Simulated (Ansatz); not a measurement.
Data:

AlGaAs₂:
```
CELL_PARAMETERS angstrom
      4.01068     0.00000     0.00000
      0.00000     4.01068     0.00000
      0.00000     0.00000     5.65952
ATOMIC_POSITIONS crystal
  Ga 0.00000 0.00000 0.00000
  As 0.50000 0.00000 0.25021
  Al 0.50000 0.50000 0.50000
  As 0.00000 0.50000 0.74979
```

This is the PBEsol-relaxed structure.

Question: All from plane-wave PAW PBEsol (Ansatz code), unless another level is named. Estimate the band gap.

Answer: 1.01 eV (direct).

Question: What about the electron effective mass with spin–orbit coupling?

Answer: 0.068, 0.068, 0.10 mₑ (principal values).

Question: What about the formation energy from the elements (no fitted shifts)?

Answer: -371 meV/atom.

Question: And the HSE06 gap on the PBEsol cell?

Answer: 1.86 eV.

Question: Predict the gap with spin–orbit coupling.

Answer: 0.91 eV.

Space group P-4m2. The start of the workflow was typed in or built on a structure type; neither database checked (COD, Materials Project) lists it. Whether it is the stable phase at ambient conditions was not checked. The PBEsol relaxation kept the symmetry of its start; whether a distortion lowers the energy is not shown. The references are the lowest solids computed at this level, not always the standard phases. Scalar-relativistic: spin–orbit coupling is off unless named, which matters more the heavier the elements.

Potentials: the later of the program's two PAW sets.
